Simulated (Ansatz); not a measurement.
Here is the system:

LaSF (space group P4/nmm)

```
CELL_PARAMETERS angstrom
      4.05473     0.00000     0.00000
      0.00000     4.05473     0.00000
      0.00000     0.00000     6.97079
ATOMIC_POSITIONS crystal
  La 0.00000 0.50000 0.77004
  La 0.50000 0.00000 0.22996
  S  0.50000 0.00000 0.65165
  S  0.00000 0.50000 0.34835
  F  0.50000 0.50000 0.00000
  F  0.00000 0.00000 0.00000
```

This relaxed cell (volume V₀) is scaled evenly in all directions, its shape held. The atoms relax within the cell's symmetry.

The numbers are results of r2SCAN (plane waves to 500 eV, PAW, scalar-relativistic; Ansatz, a program for electronic structure), not measurements. k mesh 8×8×5 (Γ-centred), Fermi-Dirac smearing 0.05 eV. The energy includes the smearing's −TS. Compression counts positive. With the shape held, the modulus is that of even scaling; a crystal free to change shape is softer. LaSF is run without spin polarisation. LaSF was relaxed with its symmetry unable to fall. The zero of ΔE is the relaxed starting cell.

The scan covers V/V₀ from 0.900 to 1.100 in 11 points.

What is ΔE at V/V₀ = 0.900?

70.9 meV/atom.

What is ΔE at V/V₀ = 1.100?

49.8 meV/atom.

What pressure does the cell carry at V/V₀ = 0.900?

13.1 GPa.

(Under strain, the slope of the energy per volume gives the stress and its curvature an elastic modulus.)
